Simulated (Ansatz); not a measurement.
BaTiO$_{3}$ in space group Amm2 (No. 38; Ba on 2a, Ti on 2b, O on 4e, O on 2a), the program Ansatz at the r²SCAN level (PAW). The conduction-band minimum lies at Γ, with 1 equivalent valley. Second derivatives d²E/dk² of the lowest band at one valley (eV·Å²), along Cartesian directions:

```tsv
direction	d²E/dk²
[100]	13.97
[010]	5.643
[001]	8.365
[110]	9.800
[101]	11.17
[011]	6.988
```

### Question
Find the principal effective masses, the density-of-states mass and the conductivity mass.

### Answer
Off-diagonal terms follow from H_xy = H[110] − (H_xx + H_yy)/2, and m*/mₑ = 7.620 eV·Å² over each eigenvalue: 0.55, 0.91, 1.4. One valley's DOS mass (m₁m₂m₃)^(1/3) = 0.88, conductivity mass 3/(Σ 1/mᵢ) = 0.82 mₑ.

### Question
What effective density of states Nc follows at 300 K for parabolic valleys?

### Answer
Nc = 2.509e19 × 1 × (0.88)^(3/2) ≈ 2.1e19 cm⁻³.

This is a known low-temperature phase of the composition, computed here at zero pressure and temperature. The r²SCAN relaxation kept the symmetry of its start. At this level the phase is dynamically unstable (imaginary phonons). No spin polarisation was allowed. Spin–orbit coupling is left out wherever it is not named.

Potentials: the earlier of the program's two PAW sets.

Edges and masses are those of Kohn–Sham bands, whose gap is no quasiparticle gap.
